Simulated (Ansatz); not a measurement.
An Ansatz (a quantum-chemistry and plane-wave program) run. Input:

Ansatz 0.2 input:
```yaml
crystal:
  lattice:
    - [3.2041080064, 0.0, 0.0]
    - [0.0, 3.2041080064, 0.0]
    - [0.0, 0.0, 3.2041080064]
  atoms:
    - { symbol: In, position: [0.5, 0.5, 0.5] }
    - { symbol: Rh, position: [0.0, 0.0, 0.0] }
kpoints:
  mp_grid: { grid: [9, 9, 9] }
  band_path:
    path:
      - [[0.0, 0.0, 0.0], [0.0, 0.5, 0.0], [0.5, 0.5, 0.0], [0.0, 0.0, 0.0], [0.5, 0.5, 0.5], [0.0, 0.5, 0.0]]  # Γ-X-M-Γ-R-X
      - [[0.5, 0.5, 0.5], [0.5, 0.5, 0.0]]  # R-M
    npoints: 12
hamiltonian:
  xc: r2scan
  pseudopotentials: { kind: paw }
magnetization: { noncollinear: true, spin_orbit: true }
scf:
  n_extra_bands: 12
  convergence: { dr2_threshold: 0.0000000001 }
  occupations: { method: gaussian, width: 0.05 }
output: { eigenvalues: true }
```

Output (shortened):

```
Pseudopotential: In, paw_fr, valence charge 13
Pseudopotential: Rh, paw_fr, valence charge 17
Functional definition: r2SCAN
non-collinear run that drives no moment, with spin-orbit …
Crystal: 2 atoms, lattice volume = 32.894 Å³
Basis set: ecut = 500 eV, 847 PW (Γ), exchange–correlation on 96×96×96 points (64 copies of the dense FFT grid, shifted against one another)
Bands: 42, of which v1, the nominal top of the filled ones, is band 30 counted from 1 (29 counted from 0)
Symmetry: 48 space group operations + 48 with time reversal
k-points: 35 of 729
Projection manifold: j_resolved (fully-relativistic pseudo-atomic orbitals)
SCF iter   1: F=—  HF=-12012.185095 eV  |F-HF|=—  |Δ(HF+E_count)|=         —  Δρ=9.73e-2  dr2=3.37e0  dr2_τ=2.82e-2  dr2_m=0.00e0 (ungated)  ethr=3.10e-3  |M|=0.00e0 ∫|m|=0.00e0 μB  |m|>n=0.0e0 m-floor=0.0e0 τ_xc=0.0e0  β_m=0.30  ⟨swp⟩=7.5  Hψ=3613  notcnv=0  defer=36
preconditioner: auto → none
SCF iter   2: F=—  HF=-12011.682947 eV  |F-HF|=—  |Δ(HF+E_count)|=   5.02e-1  Δρ=3.29e-2  dr2=4.72e-1  dr2_τ=3.50e-2  dr2_m=0.00e0 (ungated)  ethr=3.10e-3  |M|=0.00e0 ∫|m|=0.00e0 μB  |m|>n=0.0e0 m-floor=0.0e0 τ_xc=0.0e0  β_m=0.27  ⟨swp⟩=2.8  Hψ=1540  notcnv=0  defer=204
SCF iter   3: F=—  HF=-12011.619467 eV  |F-HF|=—  |Δ(HF+E_count)|=   6.35e-2  Δρ=1.94e-2  dr2=5.96e-2  dr2_τ=3.69e-4  dr2_m=0.00e0 (ungated)  ethr=1.57e-3  |M|=0.00e0 ∫|m|=0.00e0 μB  |m|>n=0.0e0 m-floor=0.0e0 τ_xc=0.0e0  β_m=0.59  ⟨swp⟩=2.0  Hψ=959  notcnv=0  defer=208
SCF iter   4: F=—  HF=-12011.632464 eV  |F-HF|=—  |Δ(HF+E_count)|=   1.30e-2  Δρ=2.76e-3  dr2=8.45e-4  dr2_τ=3.89e-5  dr2_m=0.00e0 (ungated)  ethr=1.99e-4  |M|=0.00e0 ∫|m|=0.00e0 μB  |m|>n=0.0e0 m-floor=0.0e0 τ_xc=0.0e0  β_m=0.62  ⟨swp⟩=2.0  Hψ=1298  notcnv=0  defer=208
SCF iter   5: F=—  HF=-12011.632608 eV  |F-HF|=—  |Δ(HF+E_count)|=   1.44e-4  Δρ=8.49e-4  dr2=5.78e-5  dr2_τ=3.24e-6  dr2_m=0.00e0 (ungated)  ethr=2.82e-6  |M|=0.00e0 ∫|m|=0.00e0 μB  |m|>n=0.0e0 m-floor=0.0e0 τ_xc=0.0e0  β_m=0.72  ⟨swp⟩=2.0  Hψ=749  notcnv=0  defer=208
SCF iter   6: F=—  HF=-12011.632636 eV  |F-HF|=—  |Δ(HF+E_count)|=   2.77e-5  Δρ=2.81e-4  dr2=6.53e-6  dr2_τ=1.00e-7  dr2_m=0.00e0 (ungated)  ethr=1.93e-7  |M|=0.00e0 ∫|m|=0.00e0 μB  |m|>n=0.0e0 m-floor=0.0e0 τ_xc=0.0e0  β_m=0.86  ⟨swp⟩=3.0  Hψ=1251  notcnv=0  defer=208
SCF iter   7: F=—  HF=-12011.632635 eV  |F-HF|=—  |Δ(HF+E_count)|=   8.68e-7  Δρ=2.29e-5  dr2=1.29e-7  dr2_τ=1.98e-9  dr2_m=0.00e0 (ungated)  ethr=2.18e-8  |M|=0.00e0 ∫|m|=0.00e0 μB  |m|>n=0.0e0 m-floor=0.0e0 τ_xc=0.0e0  β_m=0.78  ⟨swp⟩=2.0  Hψ=783  notcnv=0  defer=208
SCF iter   8: F=—  HF=-12011.632634 eV  |F-HF|=—  |Δ(HF+E_count)|=   1.31e-6  Δρ=3.15e-6  dr2=4.37e-9  dr2_τ=5.28e-11  dr2_m=0.00e0 (ungated)  ethr=4.31e-10  |M|=0.00e0 ∫|m|=0.00e0 μB  |m|>n=0.0e0 m-floor=0.0e0 τ_xc=0.0e0  β_m=0.77  ⟨swp⟩=2.0  Hψ=1021  notcnv=0  defer=208
SCF iter   9: F=-12011.632634 eV  HF=-12011.632634 eV  |F-HF|=4.73e-11  |Δ(HF+E_count)|=  2.18e-11  Δρ=7.72e-7  dr2=6.75e-11  dr2_τ=2.61e-12  dr2_m=0.00e0 (ungated)  ethr=1.00e-12  |M|=0.00e0 ∫|m|=0.00e0 μB  |m|>n=0.0e0 m-floor=0.0e0 τ_xc=0.0e0  ⟨swp⟩=7.1  Hψ=3239  notcnv=0
SCF 1 converged in 9 iterations: F = -12011.632634 eV  dr2 = 6.75e-11
NSCF: frozen V_eff on 74 k-points
SCF converged after 9 iterations
Magnetization: |M| = 0.0000 μB,  M = (+0.0000, +0.0000, +0.0000) μB
Absolute magnetization: 0.0000 μB (∫|m|)
  site 0: m = (+0.0000, +0.0000, +0.0000) μB, |m| = 0.0000 μB  (R = 1.14 Å)
  site 1: m = (+0.0000, +0.0000, +0.0000) μB, |m| = 0.0000 μB  (R = 1.14 Å)
Free energy (F): -12011.632634 eV
Harris-Foulkes:  -12011.632634 eV  (|F-HF|=4.73e-11)
Internal energy: -12011.630230 eV  (E = F + TS)
E sigma→0 (E₀):  -12011.631432 eV
Entropy (-TS):   -0.002404 eV (-1.202 meV/atom)
Fermi energy:    18.022485 eV
--- Per-component energies (eV) ---
  E_band       = -102.744393
  E_kinetic    = 822.303960
  E_local      = -2635.136576  (includes V_loc(G=0)·N_el)
  E_nonlocal   = 725.843082
  E_hartree    = 985.440856
  E_xc         = -418.644199
  E_vxc        = -422.470377  (∫ρ·V_xc dr)
  E_paw        = -7775.544400  (= ΣΔE_a)
  E_vpaw       = -593.080391  (= ΣTr[D̂ρ^β])
  E_aug_tail   = 0.000631  (compensation charges beyond the density's cutoff)
  E_vtau       = 28.913283  (kinetic-family band-sum trace: ∫τ·v_τ [+ j·A + Jᵃ·Aᵃ] dr)
  E_ewald      = -3716.497695
  E_core_change = 0.604112  (= ΣΔE_core)
  E_smearing   = -0.002404  (= −TS)
  E_closure    = 0.000000  (closes the sum)
  Σ components = -12011.632634   (vs F -12011.632634, Δ=0.00e0)
  [band-id]    e_kinetic+e_local+e_nonlocal+2·e_hartree+e_vxc+e_vpaw+e_augmentation_tail+e_vtau = -102.744676   (vs E_band -102.744393, Δ=-2.83e-4)
--- Band table (eV; the first three rows and the last of 35) ---
  k-point 0: bands = ["-62.4773", "-62.4773", "-32.2589", "-32.2589", "-28.4259", "-28.4259", "-28.4259", "-28.4259", "2.0509", "2.0509", "2.0509", "2.0509", "2.9353", "2.9353", "2.9353", "2.9353", "3.1823", "3.1823", "7.1677", "7.1677", "14.4033", "14.4033", …
  k-point 1: bands = ["-62.4768", "-62.4768", "-32.2608", "-32.2608", "-28.4319", "-28.4319", "-28.4252", "-28.4252", "2.0565", "2.0565", "2.0804", "2.0804", "2.9375", "2.9375", "2.9427", "2.9427", "3.1744", "3.1744", "7.3877", "7.3877", "14.4037", "14.4037", …
  k-point 2: bands = ["-62.4756", "-62.4756", "-32.2657", "-32.2657", "-28.4471", "-28.4471", "-28.4236", "-28.4236", "2.0704", "2.0704", "2.1446", "2.1446", "2.9409", "2.9409", "2.9717", "2.9717", "3.1573", "3.1573", "8.0425", "8.0425", "14.3435", "14.3435", …
  k-point 34: bands = ["-62.4656", "-62.4656", "-32.3034", "-32.3034", "-28.4874", "-28.4874", "-28.4874", "-28.4874", "2.1620", "2.1620", "2.1684", "2.1684", "2.8388", "2.8388", "3.2678", "3.2678", "3.2699", "3.2699", "12.7590", "12.7590", "13.0522", …
```

Cost: roughly 19 core-seconds on shared cores.

Space group Pm-3m (CsCl type). The workflow started from an entry of the Crystallography Open Database (COD). Its standing as an ambient phase is unchecked. Symmetry was held in the r²SCAN relaxation; whether a distortion lowers the energy is not shown. The run is not spin-polarised.

Potentials: the later of the program's two PAW sets.

Ansatz is a plane-wave DFT program.
